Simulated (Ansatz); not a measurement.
One crystal and one scan (energy against volume) at two levels, PBE (plane waves to 420 eV, PAW, scalar-relativistic; Ansatz, a first-principles code) and PBEsol (plane waves to 420 eV, PAW, scalar-relativistic; Ansatz), each from its own relaxed cell and on its own mesh.

The crystal is HfO2 (tetragonal-ZrO2 type, space group P4_2/nmc); the cell is scaled evenly about its relaxed volume V₀.

Energies are smeared free energies. HfO2 is run without spin polarisation. HfO2 was relaxed with its symmetry unable to fall. Spin-orbit coupling is left out, though Hf is heavy. The PAW data are Ansatz's earlier set. This is a high-temperature form of HfO2. With the shape held, the modulus is that of even scaling; a crystal free to change shape is softer. Both scans cover V/V₀ from 0.840 to 1.160.

```tsv
quantity	run 1	run 2
Lattice constant a (Å)	3.568	3.605
Lattice constant c (Å)	5.167	5.265
Relaxed volume (Å³/atom)	10.96	11.40
Band gap of the relaxed cell, no spin-orbit coupling (eV)	4.57	4.67
Pressure at the smallest volume (GPa)	54.9	48.9
Energy cost of the largest compression (meV/atom)	254.5	235.7
Energy cost of the largest expansion (meV/atom)	135.8	125.7
Bulk modulus at fixed cell shape B₀ (third-order Birch-Murnaghan fit) (GPa)	207.0	184.2
Pressure for 5 % compression (fit) (GPa)	12.0	10.7
```

Task: Which run is which level?

Result: Run 2 is PBE, run 1 is PBEsol. PBE gives the higher value for: lattice constant a; lattice constant c; relaxed volume; band gap of the relaxed cell, no spin-orbit coupling. PBE gives the lower value for: pressure at the smallest volume; energy cost of the largest compression; energy cost of the largest expansion; bulk modulus at fixed cell shape B₀; pressure for 5 % compression.

(Under strain, the slope of the energy per volume gives the stress and its curvature an elastic modulus.)
